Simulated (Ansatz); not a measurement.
V₂GeB₂ in space group P-6m2 (No. 187; V on 2h, Ge on 1a, B on 1b, B on 1f) at seven volumes, r²SCAN (plane waves, PAW; program Ansatz), shape and atoms relaxed at each. One row is withheld.

| V (Å³/atom) | P (GPa) |
|---|---|
| 9.499 | 24.96 |
| 9.813 | 15.29 |
| 10.126 | ? |
| 10.439 | 0.00 |
| 10.752 | -5.96 |
| 11.065 | -11.01 |
| 11.378 | -15.30 |

### Question
Fit the shown pressures and predict the withheld one.

### Answer
Third-order Birch–Murnaghan: P = (3/2)B₀(x^(7/2) − x^(5/2))[1 + (3/4)(B′ − 4)(x − 1)] with x = (V₀/V)^(2/3). Least squares on the six rows gives V₀ = 10.440 Å³/atom, B₀ = 214.9 GPa, B′ = 4.40. At V = 10.126, x = 1.0206 and P = 7.02 GPa. The run itself gave 7.03 GPa.

The start of the workflow was typed in or built on a structure type; neither database checked (COD, Materials Project) lists it. Whether it is the stable phase at ambient conditions was not checked. The r²SCAN relaxation kept the symmetry of its start; its stability against distortions is not shown here. The workflow began spin-polarised and lost its moments.

Potentials: the earlier of the program's two PAW sets. The files were generated under PBE; for other functionals the program regenerates the frozen cores, and for LDA and PBEsol the local potential too.
